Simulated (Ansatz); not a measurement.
Relaxation of a generated cell, HfN built in the AFLOW prototype AB_cF16_227_a_b (B32, as in NaTl); 4 atoms in the cell, which starts as Fd-3m, origin choice 1 (No. 227), cF16; a = b = c = 6.2112 Å, α = β = γ = 90.00°. Level of theory: PBEsol (plane waves to 420 eV, PAW, scalar-relativistic; Ansatz, a quantum-chemistry and plane-wave program). Γ-centred k-mesh 7×7×7 on the run's cell (coarser than for final values), Fermi–Dirac smearing 0.05 eV. This is the first round of the run. 

The optimiser's lines from the output (shortened; P is positive under compression):

```
relax step   1: F+E_penalty+E_count = -31946.29816013 eV  Δ(F+E_penalty+E_count) = +0.000e0 eV  max|allowed force component| = 2.284e-17 eV/Å  Δτ_max = 0.0000 Å  P = -17.553 GPa  Ω = 59.905 Å³  (8 SCF iters, dr2 threshold 1.00e-7 eV, accepted)
relax step   2: F+E_penalty+E_count = -31946.92516906 eV  Δ(F+E_penalty+E_count) = -6.270e-1 eV  max|allowed force component| = 8.789e-17 eV/Å  Δτ_max = 0.0000 Å  P = -3.513 GPa  Ω = 51.564 Å³  (8 SCF iters, dr2 threshold 4.00e-7 eV, accepted)
relax step   3: F+E_penalty+E_count = -31946.94227803 eV  Δ(F+E_penalty+E_count) = -1.711e-2 eV  max|allowed force component| = 1.376e-16 eV/Å  Δτ_max = 0.0000 Å  P = +1.306 GPa  Ω = 49.830 Å³  (7 SCF iters, dr2 threshold 4.00e-7 eV, accepted)
relax step   4: F+E_penalty+E_count = -31946.94292524 eV  Δ(F+E_penalty+E_count) = -6.472e-4 eV  max|allowed force component| = 1.318e-16 eV/Å  Δτ_max = 0.0000 Å  P = +0.029 GPa  Ω = 50.270 Å³  (6 SCF iters, dr2 threshold 4.00e-7 eV, accepted)
relax step   5: F+E_penalty+E_count = -31946.94289951 eV  Δ(F+E_penalty+E_count) = +2.573e-5 eV  max|allowed force component| = 1.550e-16 eV/Å  Δτ_max = 0.0000 Å  P = -0.000 GPa  Ω = 50.280 Å³  (6 SCF iters, dr2 threshold 2.06e-9 eV, accepted)
relax step   6: F+E_penalty+E_count = -31946.93131816 eV  Δ(F+E_penalty+E_count) = +1.158e-2 eV  max|allowed force component| = 1.589e-16 eV/Å  Δτ_max = 0.0000 Å  P = -0.350 GPa  Ω = 50.280 Å³  stress off target by 3.50e-1 GPa  SCF on the basis re-selected at this cell (its energy is not comparable with the rows above)  (7 SCF iters)
relax step   7: F+E_penalty+E_count = -31946.93177456 eV  Δ(F+E_penalty+E_count) = -4.564e-4 eV  max|allowed force component| = 1.688e-16 eV/Å  Δτ_max = 0.0000 Å  P = +0.003 GPa  Ω = 50.159 Å³  (6 SCF iters, dr2 threshold 3.05e-7 eV, accepted)
relax step   8: F+E_penalty+E_count = -31946.93132378 eV  Δ(F+E_penalty+E_count) = +4.508e-4 eV  max|allowed force component| = 1.550e-16 eV/Å  Δτ_max = 0.0000 Å  P = -0.003 GPa  Ω = 50.159 Å³  stress off target by 2.99e-3 GPa  SCF on the basis re-selected at this cell (its energy is not comparable with the rows above)  (6 SCF iters)
```

From the first to the last row the energy changes by -0.16 eV/atom and the volume by -16.3 %. The last row is marked as not comparable with the walk above it, whose basis was carried along; it does compare with step 1, since both stand on a basis selected at the nominal cutoff for their own cell.

Later rounds, restarted from the end of this one on a renewed k-mesh, logged 4 more steps and released under 0.01 eV/atom more. The final structure after all rounds: Fd-3m, origin choice 1 (No. 227), cF16, AFLOW prototype AB_cF16_227_a_b (B32, as in NaTl); a = b = c = 5.8449 Å, α = β = γ = 90.00°. Between re-selections the logged energies stand on a plane-wave basis carried along with the cell. No spin polarisation in the result.

The run could not lose the symmetry of its start: the end is stationary, and may be a saddle point rather than a minimum.

All atoms sit on sites fixed by symmetry, so only the cell could relax.

The relaxed structure here is a generated cell of HfN: the first start was made by placing the elements on the sites of a structure type, and the end was not matched to a known phase here, so it may be hypothetical. Known forms of HfN include space group No. 225.
